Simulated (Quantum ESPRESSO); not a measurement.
## Band energies of BaHI

```xyz
6
Lattice="4.7758 0.0000 0.0000 0.0000 4.7758 0.0000 0.0000 0.0000 7.8002" Properties=species:S:1:pos:R:3 pbc="T T T"
H      2.3879     2.3879     0.0000
H      0.0000     0.0000     0.0000
I      0.0000     2.3879     5.1448
I      2.3879     0.0000     2.6554
Ba     2.3879     0.0000     6.4500
Ba     0.0000     2.3879     1.3502
```

norm-conserving PBEsol (Quantum ESPRESSO, 72 Ry, with spin-orbit coupling); path ΓXMΓZRAZ,XR,MA; energies in eV from the valence-band maximum.

```csv
k (1/Å),point,band 36,band 37,band 38,band 39,band 40,band 41,band 42,band 43
0.00,Γ,-0.85,2.96,2.96,3.30,3.30,3.62,3.62,3.73
0.22,,-0.45,3.10,3.10,3.26,3.26,3.37,3.37,3.41
0.66,X,-0.51,3.48,3.48,3.48,3.48,3.57,3.57,3.57
1.10,,-1.02,3.27,3.27,3.27,3.27,4.95,4.95,5.01
1.32,M,-1.09,3.06,3.06,3.06,3.06,5.56,5.56,5.56
1.69,,-0.79,3.24,3.24,3.40,3.40,4.11,4.11,4.43
2.06,,-0.54,3.18,3.18,3.22,3.22,3.37,3.37,3.51
2.25,Γ,-0.85,2.96,2.96,3.30,3.30,3.62,3.62,3.73
2.45,,-0.34,2.72,2.72,3.55,3.55,3.66,3.66,3.76
2.65,Z,0.00,2.55,2.55,3.57,3.57,3.72,3.72,3.80
2.98,,-0.39,3.38,3.38,3.43,3.43,3.58,3.58,4.32
3.31,R,-0.83,3.89,3.89,3.89,3.89,4.13,4.13,4.13
3.64,,-0.88,3.90,3.90,3.93,3.93,4.80,4.80,4.86
3.80,,-0.96,4.18,4.18,4.19,4.19,5.15,5.15,5.16
3.96,A,-1.00,4.35,4.35,4.35,4.35,5.49,5.49,5.49
4.12,,-0.94,4.13,4.13,4.32,4.32,5.03,5.03,5.29
4.43,,-0.58,3.86,3.86,4.05,4.05,4.12,4.12,4.33
4.74,,-0.10,2.77,2.77,3.49,3.49,3.69,3.69,3.96
4.89,Z,0.00,2.55,2.55,3.57,3.57,3.72,3.72,3.80
4.89,X,-0.51,3.48,3.48,3.48,3.48,3.57,3.57,3.57
5.10,,-0.67,3.76,3.76,3.76,3.76,3.80,3.80,3.80
5.30,R,-0.83,3.89,3.89,3.89,3.89,4.13,4.13,4.13
5.30,M,-1.09,3.06,3.06,3.06,3.06,5.56,5.56,5.56
5.70,A,-1.00,4.35,4.35,4.35,4.35,5.49,5.49,5.49
```

The PBEsol gap is direct, 2.55 eV at Z.

Geometry of the Materials Project entry, not relaxed at this level.
